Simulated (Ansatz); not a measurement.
An Ansatz (an electronic-structure program) run. Input:

Ansatz 0.2 input:
```yaml
crystal:
  lattice:
    - [3.2080885423, 0.0, 0.0]
    - [0.0, 3.2080885423, 0.0]
    - [0.0, 0.0, 3.2080885423]
  atoms:
    - { symbol: Ta, position: [0.0, 0.0, 0.0] }
    - { symbol: Al, position: [0.5, 0.5, 0.5] }
kpoints:
  mp_grid: { grid: [9, 9, 9] }
  band_path:
    path:
      - [[0.0, 0.0, 0.0], [0.0, 0.5, 0.0], [0.5, 0.5, 0.0], [0.0, 0.0, 0.0], [0.5, 0.5, 0.5], [0.0, 0.5, 0.0]]  # Γ-X-M-Γ-R-X
      - [[0.5, 0.5, 0.5], [0.5, 0.5, 0.0]]  # R-M
    npoints: 12
hamiltonian:
  xc: r2scan
  pseudopotentials: { azcp: { folder: ./paw }, kind: paw_fr }
magnetization: { noncollinear: true, spin_orbit: true }
scf:
  n_extra_bands: 12
  convergence: { dr2_threshold: 0.0000000001 }
  occupations: { method: gaussian, width: 0.05 }
output: { eigenvalues: true }
```

Output (shortened):

```
Pseudopotential: Ta, paw, valence charge 13
Pseudopotential: Al, paw, valence charge 3
Functional definition: r2SCAN
non-collinear run that drives no moment, with spin-orbit …
Crystal: 2 atoms, lattice volume = 33.017 Å³
Basis set: ecut = 500 eV, 847 PW (Γ), exchange–correlation on 96×96×96 points (64 copies of the dense FFT grid, shifted against one another)
Bands: 28, of which v1, the nominal top of the filled ones, is band 16 counted from 1 (15 counted from 0)
Symmetry: 48 space group operations + 48 with time reversal
k-points: 35 of 729
Projection manifold: j_resolved (fully-relativistic pseudo-atomic orbitals)
iter 1 solved again at ethr=2.66e-3 eV; its pass at ethr=3.10e-3 eV (dr2=4.26e-1 eV) is discarded
SCF iter   1: F=—  HF=-10461.323258 eV  |F-HF|=—  |Δ(HF+E_count)|=         —  Δρ=3.50e-2  dr2=4.29e-1  dr2_τ=6.64e-3  dr2_m=0.00e0 (ungated)  ethr=2.66e-3  |M|=0.00e0 ∫|m|=0.00e0 μB  |m|>n=0.0e0 m-floor=0.0e0 τ_xc=0.0e0  β_m=0.30  ⟨swp⟩=1.4  Hψ=3740  notcnv=0
preconditioner: auto → none
SCF iter   2: F=—  HF=-10461.346566 eV  |F-HF|=—  |Δ(HF+E_count)|=   2.33e-2  Δρ=2.77e-2  dr2=2.60e-1  dr2_τ=1.35e-3  dr2_m=0.00e0 (ungated)  ethr=2.66e-3  |M|=0.00e0 ∫|m|=0.00e0 μB  |m|>n=0.0e0 m-floor=0.0e0 τ_xc=0.0e0  β_m=0.62  ⟨swp⟩=2.0  Hψ=697  notcnv=0
SCF iter   3: F=—  HF=-10461.320806 eV  |F-HF|=—  |Δ(HF+E_count)|=   2.58e-2  Δρ=3.27e-3  dr2=4.23e-3  dr2_τ=2.04e-4  dr2_m=0.00e0 (ungated)  ethr=1.63e-3  |M|=0.00e0 ∫|m|=0.00e0 μB  |m|>n=0.0e0 m-floor=0.0e0 τ_xc=0.0e0  β_m=0.64  ⟨swp⟩=2.9  Hψ=933  notcnv=0
SCF iter   4: F=—  HF=-10461.320036 eV  |F-HF|=—  |Δ(HF+E_count)|=   7.70e-4  Δρ=7.17e-4  dr2=1.16e-4  dr2_τ=5.75e-6  dr2_m=0.00e0 (ungated)  ethr=2.64e-5  |M|=0.00e0 ∫|m|=0.00e0 μB  |m|>n=0.0e0 m-floor=0.0e0 τ_xc=0.0e0  β_m=0.73  ⟨swp⟩=2.1  Hψ=828  notcnv=0
SCF iter   5: F=—  HF=-10461.320003 eV  |F-HF|=—  |Δ(HF+E_count)|=   3.26e-5  Δρ=2.37e-4  dr2=2.42e-5  dr2_τ=5.20e-7  dr2_m=0.00e0 (ungated)  ethr=7.24e-7  |M|=0.00e0 ∫|m|=0.00e0 μB  |m|>n=0.0e0 m-floor=0.0e0 τ_xc=0.0e0  β_m=0.67  ⟨swp⟩=2.6  Hψ=731  notcnv=0
SCF iter   6: F=—  HF=-10461.320001 eV  |F-HF|=—  |Δ(HF+E_count)|=   2.47e-6  Δρ=6.89e-5  dr2=2.14e-6  dr2_τ=1.67e-8  dr2_m=0.00e0 (ungated)  ethr=1.51e-7  |M|=0.00e0 ∫|m|=0.00e0 μB  |m|>n=0.0e0 m-floor=0.0e0 τ_xc=0.0e0  β_m=0.81  ⟨swp⟩=1.5  Hψ=528  notcnv=0
SCF iter   7: F=—  HF=-10461.320000 eV  |F-HF|=—  |Δ(HF+E_count)|=   6.90e-7  Δρ=7.65e-6  dr2=2.33e-8  dr2_τ=8.45e-11  dr2_m=0.00e0 (ungated)  ethr=1.34e-8  |M|=0.00e0 ∫|m|=0.00e0 μB  |m|>n=0.0e0 m-floor=0.0e0 τ_xc=0.0e0  β_m=0.91  ⟨swp⟩=2.5  Hψ=679  notcnv=0
SCF iter   8: F=-10461.320000 eV  HF=-10461.320000 eV  |F-HF|=1.09e-11  |Δ(HF+E_count)|=  7.40e-10  Δρ=4.68e-7  dr2=5.90e-11  dr2_τ=4.98e-13  dr2_m=0.00e0 (ungated)  ethr=1.00e-12  |M|=0.00e0 ∫|m|=0.00e0 μB  |m|>n=0.0e0 m-floor=0.0e0 τ_xc=0.0e0  ⟨swp⟩=2.0  Hψ=1538  notcnv=0
SCF 1 converged in 8 iterations: F = -10461.320000 eV  dr2 = 5.90e-11
NSCF: frozen V_eff on 74 k-points
SCF converged after 8 iterations
Magnetization: |M| = 0.0000 μB,  M = (+0.0000, +0.0000, +0.0000) μB
Absolute magnetization: 0.0000 μB (∫|m|)
  site 0: m = (+0.0000, +0.0000, +0.0000) μB, |m| = 0.0000 μB  (R = 1.15 Å)
  site 1: m = (+0.0000, +0.0000, +0.0000) μB, |m| = 0.0000 μB  (R = 1.15 Å)
Free energy (F): -10461.320000 eV
Harris-Foulkes:  -10461.320000 eV  (|F-HF|=1.09e-11)
Internal energy: -10461.315202 eV  (E = F + TS)
E sigma→0 (E₀):  -10461.317601 eV
Entropy (-TS):   -0.004798 eV (-2.399 meV/atom)
Fermi energy:    14.474551 eV
--- Per-component energies (eV) ---
  E_band       = -153.848355
  E_kinetic    = 415.045196
  E_local      = -776.745881  (includes V_loc(G=0)·N_el)
  E_nonlocal   = 0.007583
  E_hartree    = 296.294262
  E_xc         = -338.713741
  E_vxc        = -289.045666  (∫ρ·V_xc dr)
  E_paw        = -8782.529981  (= ΣΔE_a)
  E_vpaw       = -109.869877  (= ΣTr[D̂ρ^β])
  E_aug_tail   = 0.000037  (compensation charges beyond the density's cutoff)
  E_vtau       = 14.171576  (kinetic-family band-sum trace: ∫τ·v_τ [+ j·A + Jᵃ·Aᵃ] dr)
  E_ewald      = -1273.826151
  E_core_change = -0.846526  (= ΣΔE_core)
  E_smearing   = -0.004798  (= −TS)
  E_closure    =  0.000000  (closes the sum)
  Σ components = -10461.320000   (vs F -10461.320000, Δ=0.00e0)
  [band-id]    e_kinetic+e_local+e_nonlocal+2·e_hartree+e_vxc+e_vpaw+e_augmentation_tail+e_vtau = -153.848509   (vs E_band -153.848355, Δ=-1.54e-4)
--- Band table (eV; the first three rows and the last of 35) ---
  k-point 0: bands = ["-55.1313", "-55.1313", "-27.2806", "-27.2806", "-18.5774", "-18.5774", "-18.5774", "-18.5774", "3.6356", "3.6356", "11.5197", "11.5197", "11.5197", "11.5197", "17.0616", "17.0616", "17.0616", "17.0616", "17.5212", "17.5212", "18.2659", …
  k-point 1: bands = ["-55.1298", "-55.1298", "-27.2865", "-27.2865", "-18.6083", "-18.6083", "-18.5732", "-18.5732", "3.8755", "3.8755", "11.4999", "11.4999", "11.6319", "11.6319", "16.2370", "16.2370", "16.5123", "16.5123", "17.3105", "17.3105", "18.1376", …
  k-point 2: bands = ["-55.1258", "-55.1258", "-27.3017", "-27.3017", "-18.6853", "-18.6853", "-18.5626", "-18.5626", "4.5671", "4.5671", "11.1450", "11.1450", "11.9409", "11.9409", "15.1926", "15.1926", "15.4604", "15.4604", "17.4197", "17.4197", "17.5673", …
  k-point 34: bands = ["-55.0933", "-55.0933", "-27.4159", "-27.4159", "-18.8635", "-18.8635", "-18.8624", "-18.8624", "9.6219", "9.6219", "9.9562", "9.9562", "10.0461", "10.0461", "15.1883", "15.1883", "16.0092", "16.0092", "17.2438", "17.2438", "17.3745", …
```

Cost: around 40 core-seconds (rough) on shared cores.

Space group Pm-3m (CsCl type). The start of the workflow was typed in or built on a structure type; neither database checked (COD, Materials Project) lists it. Its standing as an ambient phase is unchecked. Symmetry was held in the r²SCAN relaxation. At this level the phase is mechanically unstable. The run is not spin-polarised.

Potentials: the earlier of the program's two PAW sets.

Ansatz is a plane-wave DFT program.
